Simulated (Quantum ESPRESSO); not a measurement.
pw.x input (Quantum ESPRESSO 7.5; PBEsol, PseudoDojo standard norm-conserving files, scalar-relativistic):

```
&CONTROL
  calculation = 'scf'
  pseudo_dir = './pseudo'
  outdir = './out'
  tprnfor = .true.
  tstress = .true.
/
&SYSTEM
  ibrav = 0
  nat = 2
  ntyp = 2
  ecutwfc = 78.0
  ecutrho = 312.0
  occupations = 'smearing'
  smearing = 'fd'
  degauss = 0.005
  nbnd = 18
/
&ELECTRONS
  conv_thr = 2e-10
/
ATOMIC_SPECIES
Sc 44.9559 Sc.upf
Ir 192.2170 Ir.upf
CELL_PARAMETERS angstrom
  3.218390000000   0.000000000000   0.000000000000
  0.000000000000   3.218390000000   0.000000000000
  0.000000000000   0.000000000000   3.218390000000
ATOMIC_POSITIONS crystal
Sc   0.500000000000   0.500000000000   0.500000000000
Ir   0.000000000000   0.000000000000   0.000000000000
K_POINTS automatic
14 14 14 0 0 0
```

End of the output:

```
     total energy              =    -326.53220116 Ry
     estimated scf accuracy    <          5.1E-09 Ry
     total energy              =    -326.53220117 Ry
     estimated scf accuracy    <       0.00000002 Ry
     total energy              =    -326.53220118 Ry
     estimated scf accuracy    <          7.7E-10 Ry
[...]
     the Fermi energy is    17.7359 ev
!    total energy              =    -326.53220118 Ry
     estimated scf accuracy    <          2.7E-12 Ry
     smearing contrib. (-TS)   =      -0.00087554 Ry
     internal energy E=F+TS    =    -326.53132564 Ry
     The total energy is F=E-TS. E is the sum of the following terms:
     one-electron contribution =     -80.63282445 Ry
     hartree contribution      =      53.69785327 Ry
     xc contribution           =     -59.01004512 Ry
     ewald contribution        =    -240.58630933 Ry
     convergence has been achieved in  12 iterations
     Forces acting on atoms (cartesian axes, Ry/au):
     atom    1 type  1   force =     0.00000000    0.00000000    0.00000000
     atom    2 type  2   force =     0.00000000    0.00000000    0.00000000
     Total force =     0.000000     Total SCF correction =     0.000000
     Computing stress (Cartesian axis) and pressure
          total   stress  (Ry/bohr**3)                   (kbar)     P=      -48.47
  -0.00032948   0.00000000   0.00000000          -48.47        0.00        0.00
   0.00000000  -0.00032948   0.00000000            0.00      -48.47        0.00
   0.00000000   0.00000000  -0.00032948            0.00        0.00      -48.47
```

Spin-orbit coupling is not included.

Geometry of the Materials Project entry, not relaxed at this level.
